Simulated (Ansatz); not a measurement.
The relaxed structure here is a generated cell of Ge2Bi2O7: the first start was made by placing the elements on the sites of a structure type, and the end was not matched to a known phase here, so it may be hypothetical.

One stationary structure of Ge2Bi2O7. Space group Fd-3m (No. 227). Calculation: r2SCAN (plane waves to 500 eV, PAW, scalar-relativistic; Ansatz, a quantum-chemistry and plane-wave program).

```cif
data_Bi4Ge4O14
_chemical_formula_sum 'Bi4 Ge4 O14'
_space_group_name_H-M_alt 'P 1'
_space_group_IT_number 1
_cell_length_a 7.18357
_cell_length_b 7.18357
_cell_length_c 7.18357
_cell_angle_alpha 60.000
_cell_angle_beta 60.000
_cell_angle_gamma 60.000
loop_
_space_group_symop_operation_xyz
  'x, y, z'
loop_
_atom_site_label
_atom_site_type_symbol
_atom_site_fract_x
_atom_site_fract_y
_atom_site_fract_z
_atom_site_occupancy
Bi1 Bi 0.12500 0.12500 0.12500 1
Bi2 Bi 0.12500 0.12500 0.62500 1
Bi3 Bi 0.12500 0.62500 0.12500 1
Bi4 Bi 0.62500 0.12500 0.12500 1
Ge1 Ge 0.62500 0.62500 0.62500 1
Ge2 Ge 0.62500 0.62500 0.12500 1
Ge3 Ge 0.62500 0.12500 0.62500 1
Ge4 Ge 0.12500 0.62500 0.62500 1
O1 O 0.55415 0.94585 0.94585 1
O2 O 0.94585 0.55415 0.55415 1
O3 O 0.94585 0.55415 0.94585 1
O4 O 0.55415 0.94585 0.55415 1
O5 O 0.94585 0.94585 0.55415 1
O6 O 0.55415 0.55415 0.94585 1
O7 O 0.69585 0.30415 0.69585 1
O8 O 0.30415 0.69585 0.30415 1
O9 O 0.30415 0.69585 0.69585 1
O10 O 0.69585 0.30415 0.30415 1
O11 O 0.30415 0.30415 0.69585 1
O12 O 0.69585 0.69585 0.30415 1
O13 O 0.00000 0.00000 0.00000 1
O14 O 0.25000 0.25000 0.25000 1
```

* **Volume per atom**: 11.91 Å³
* **Band gap**: 2.91 eV, indirect (valence top at X, conduction bottom at Γ) (no spin-orbit coupling)
* **Smallest direct gap**: 3.56 eV at Γ
* **Shortest distances**: Ge–O 1.93 Å; Bi–O 2.20 Å; O–O 2.66 Å; Bi–Ge 3.59 Å
* **k-mesh**: 5×5×5

Band energies at high-symmetry points (eV from the VBM; labels of this space group; no spin-orbit coupling), from −5 eV up to 7.9 eV:

| point | energies |
|---|---|
| Γ | -4.78 -4.73 -4.73 -4.73 -3.37 -3.09 -3.09 -2.98 -2.98 -2.98 -2.76 -2.76 -2.76 -2.58 -2.58 -2.58 -2.05 -2.05 -2.05 -1.84 -1.84 -1.84 -1.72 -1.72 -1.70 -1.70 -1.70 -0.93 -0.93 -0.93 -0.65 -0.65 -0.65 2.91 3.17 4.65 4.65 4.65 4.82 4.82 6.60 6.60 6.60 6.79 6.79 6.79 |
| X | -4.53 -4.53 -4.24 -4.24 -4.18 -4.18 -4.04 -4.04 -3.29 -3.29 -3.12 -3.12 -2.73 -2.73 -2.37 -2.37 -2.26 -2.26 -1.39 -1.39 -1.35 -1.35 -1.33 -1.33 -1.27 -1.27 -0.75 -0.75 -0.50 -0.50 0.00 0.00 3.71 3.71 5.05 5.05 5.38 5.38 5.70 5.70 5.89 5.89 5.89 5.89 6.15 6.15 |
| U | -4.99 -4.84 -4.62 -4.37 -4.19 -3.88 -3.85 -3.63 -3.54 -3.22 -2.99 -2.89 -2.77 -2.47 -2.46 -2.26 -2.17 -2.12 -1.74 -1.72 -1.58 -1.35 -1.30 -1.27 -1.24 -1.18 -0.88 -0.74 -0.54 -0.50 -0.04 0.00 3.94 4.07 5.02 5.09 5.21 5.23 5.38 5.52 5.87 5.89 5.96 6.07 6.18 6.27 |
| K | -4.99 -4.84 -4.62 -4.37 -4.19 -3.88 -3.85 -3.63 -3.54 -3.22 -2.99 -2.89 -2.77 -2.47 -2.46 -2.26 -2.17 -2.12 -1.74 -1.72 -1.58 -1.35 -1.30 -1.27 -1.24 -1.18 -0.88 -0.74 -0.54 -0.50 -0.04 0.00 3.94 4.07 5.02 5.09 5.21 5.23 5.38 5.52 5.87 5.89 5.96 6.07 6.18 6.27 |
| L | -4.85 -4.63 -4.63 -4.04 -3.95 -3.95 -3.49 -3.25 -3.21 -3.21 -2.85 -2.85 -2.67 -2.50 -2.50 -2.32 -2.32 -2.03 -2.03 -1.91 -1.51 -1.51 -1.51 -1.28 -1.28 -0.95 -0.95 -0.94 -0.91 -0.54 -0.06 -0.06 3.77 4.43 4.70 4.70 5.05 5.34 5.34 5.36 5.72 5.72 6.46 6.46 6.67 6.69 |
| W | -4.84 -4.84 -4.72 -4.72 -3.99 -3.99 -3.96 -3.96 -3.08 -3.08 -3.07 -3.07 -2.45 -2.45 -2.41 -2.41 -2.10 -2.10 -1.88 -1.88 -1.46 -1.46 -1.29 -1.29 -1.21 -1.21 -0.77 -0.77 -0.52 -0.52 -0.02 -0.02 4.12 4.12 4.88 4.88 5.27 5.27 5.72 5.72 5.80 5.80 5.88 5.88 6.17 6.17 |

No spin polarisation in the result. Spin-orbit coupling is missing; with elements this heavy it can move band edges by tenths of an eV or more.

The run could not lose the symmetry of its start, so the end can be a saddle point.
